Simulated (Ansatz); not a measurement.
Sc:
```
CELL_PARAMETERS angstrom
      3.31343     0.00000     0.00000
     -1.65672     2.86952     0.00000
      0.00000     0.00000    10.53170
ATOMIC_POSITIONS crystal
  Sc 0.00000 0.00000 0.00000
  Sc 0.00000 0.00000 0.50000
  Sc 0.33333 0.66667 0.25000
  Sc 0.66667 0.33333 0.75000
```

Relaxed with r²SCAN. Special points in fractions of this cell's reciprocal vectors: Γ (0.000, 0.000, 0.000); M (0.500, 0.000, 0.000); K (0.333, 0.333, 0.000); A (0.000, 0.000, 0.500); L (0.500, 0.000, 0.500); H (0.333, 0.333, 0.500).

Question: List the band energies nearest the Fermi level at these points for DFT-r²SCAN in the program Ansatz with PAW potentials.

Answer: In eV from the Fermi level; about four levels below and three above (degenerate sets whole), none deeper than 8.9 eV; points with the same levels are listed once.

| k | below | above |
|---|---|---|
| Γ | -5.50 -3.95 -3.92 -1.73 | 0.25 0.94 0.99 |
| M | -1.29 -1.28 -0.48 -0.41 -0.26 | 0.10 0.99 1.24 |
| K | -0.47 -0.47 -0.27 -0.27 -0.07 | 0.20 0.57 0.57 |
| A | -5.08 -5.08 -2.48 -2.48 | 0.41 0.41 1.63 1.63 |
| L | -0.39 -0.39 -0.15 -0.15 | 1.28 1.28 1.60 1.60 |
| H | -0.52 -0.52 -0.29 -0.29 | 0.63 0.63 0.75 0.75 |

Space group P6_3/mmc (dhcp (α-La type)). The start of the workflow was typed in or built on a structure type. Its sites differ from those of the usual phase in this space group: another stacking or structure type. Symmetry was held in the r²SCAN relaxation; its stability against distortions is not shown here. The run is not spin-polarised.

Potentials: the earlier of the program's two PAW sets.
